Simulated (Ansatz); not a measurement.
## Computed properties of ZrHg3

```xyz
4
Lattice="4.3652 0.0000 0.0000 0.0000 4.3652 0.0000 0.0000 0.0000 4.3652" Properties=species:S:1:pos:R:3 pbc="T T T"
Zr    0.0000    0.0000    0.0000
Hg    0.0000    2.1826    2.1826
Hg    2.1826    0.0000    2.1826
Hg    2.1826    2.1826    0.0000
```

Atom numbers follow the list: Zr1, Hg2, Hg3, Hg4.

Conventional cell: a = 4.365 Å, b = 4.365 Å, c = 4.365 Å, α = 90.00°, β = 90.00°, γ = 90.00°. Zr (atom 1) has 12 Hg at 3.09 Å as nearest neighbours. Around Hg (atom 2) lie 4 Zr at 3.09 Å and 8 Hg at 3.09 Å.

The cell is COD entry 1522700, as deposited and not checked against the literature; nothing was relaxed.

Spin–orbit coupling is left out, though it moves levels of the heavy atoms by tenths of an eV or more.

Methods: DFT, PBEsol, all-electron LAPW, scalar-relativistic (Ansatz 0.2.0); DFT, PBEsol, PAW with Ansatz's default frozen-core files, scalar-relativistic (Ansatz 0.2.0).

For LAPW: a Γ-centred 8×8×8 k mesh, Fermi–Dirac smearing of 0.05 eV, basis error target 0.5 meV/atom, no spin polarisation. PAW takes a cutoff of 420 eV at this cell (files made with PBE, cores remade for this functional). The Ansatz runs share mesh, smearing and spin set-up. Values come from LAPW unless marked.

```
Bader charges (from the PAW run) : Zr1 +1.44, Hg2 -0.48 e
Volume per atom                  : 20.79 Å³
```

(1) Give the computed value. Pressure at this cell.

(2) Predict this quantity. Density of states at the Fermi level (0.2 eV bin).

(3) Band gap: what does the calculation give?

(4) Predict this quantity. Löwdin charges (with 1.36 e of the cell spilling out of the atomic basis, so their sizes and signs hang on that basis).

Results:

(1) -0.24 GPa.

(2) 3.44 states/eV per cell.

(3) none: bands cross the Fermi level, a metal.

(4) Zr1 -0.68, Hg2 0.68 e.
